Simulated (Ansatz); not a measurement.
LaCl3:
```
CELL_PARAMETERS angstrom
      7.54763     0.00000     0.00000
     -3.77381     6.53644     0.00000
      0.00000     0.00000     4.37909
ATOMIC_POSITIONS crystal
  La 0.66667 0.33333 0.75000
  La 0.33333 0.66667 0.25000
  Cl 0.61030 0.69652 0.75000
  Cl 0.38970 0.30348 0.25000
  Cl 0.91378 0.61030 0.25000
  Cl 0.08622 0.38970 0.75000
  Cl 0.30348 0.91378 0.75000
  Cl 0.69652 0.08622 0.25000
```

Relaxed with r²SCAN.

Question: Give the Bader charges and basin volumes of the independent atoms, plane-wave PAW r²SCAN (Ansatz code).

Answer: 

```tsv
atom	Bader charge (e)	Bader volume (Å³)
La1	+2.15	19.7
Cl3	-0.72	27.9
```

Space group P6_3/m. The workflow started from a Materials Project entry (that database holds measured and hypothetical structures alike); the Crystallography Open Database copy checked does not list it. Whether it is the stable phase at ambient conditions was not checked. The cell was relaxed with r²SCAN under the symmetry of its start; whether a distortion lowers the energy is not shown. Spin–orbit coupling is left out wherever it is not named.

Potentials: the later of the program's two PAW sets.
